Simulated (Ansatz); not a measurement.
The start is a randomly generated symmetric cell of NbAs (space group No. 123). Cell shape, volume and atoms are optimised at zero target pressure with PBEsol (plane waves to 420 eV, PAW, scalar-relativistic; Ansatz, an electronic-structure program). The first steps use a coarse 6×6×3 k-mesh.

Input geometry:
```
NbAs
1.0
    4.19975     0.00000     0.00000
    0.00000     4.19975     0.00000
    0.00000     0.00000    10.21299
As Nb
4 4
Cartesian
  2.09987   2.09987   5.10650
  2.09987   2.09987   1.79767
  2.09987   2.09987   8.41532
  0.00000   0.00000   0.00000
  2.09987   0.00000   5.10650
  0.00000   2.09987   5.10650
  2.09987   0.00000   0.00000
  0.00000   2.09987   0.00000
```

| Item | Value |
|---|---|
| Outcome | The space group stays P4/mmm (No. 123) (the run could not lower it), with 8 atoms in the primitive cell |
| Volume change | -1.5 %, from 22.52 to 22.19 Å³/atom |
| Shortest distances (start → end) | The closest pairs of elements (up to four, under 3.6 Å), start → end: As–Nb 2.10 → 2.43 Å; As–As 3.31 → 2.45 Å; Nb–Nb 2.97 → 3.44 Å |
| Band gap at the end | no gap (metallic) |
| Optimiser moves | 15 |

The end point of the relaxation:

```cif
data_As4Nb4
_chemical_formula_sum 'As4 Nb4'
_space_group_name_H-M_alt 'P4/mmm'
_space_group_IT_number 123
_space_group_name_Hall '-P 4 2'
_cell_length_a 4.86871
_cell_length_b 4.86871
_cell_length_c 7.48751
_cell_angle_alpha 90.000
_cell_angle_beta 90.000
_cell_angle_gamma 90.000
loop_
_atom_site_label
_atom_site_type_symbol
_atom_site_symmetry_multiplicity
_atom_site_Wyckoff_symbol
_atom_site_fract_x
_atom_site_fract_y
_atom_site_fract_z
_atom_site_occupancy
As1 As 1 d 0.50000 0.50000 0.50000 1
As2 As 2 h 0.50000 0.50000 0.17241 1
As3 As 1 a 0.00000 0.00000 0.00000 1
Nb1 Nb 2 e 0.00000 0.50000 0.50000 1
Nb2 Nb 2 f 0.00000 0.50000 0.00000 1
```

Final values are on a 10×10×6 k-mesh of the relaxed cell. The start holds a very short contact (As–Nb 2.10 Å). No spin polarisation in the result. A magnetic state may lie lower.

The run could not lower the symmetry of its start; a shaken copy of this end point relaxes with PBEsol to Pm (No. 6), 0.78 eV/atom lower.

The relaxed structure here is a generated cell of NbAs: the first start was made by a random draw of sites in a space group, and the end was not matched to a known phase here, so it may be hypothetical.
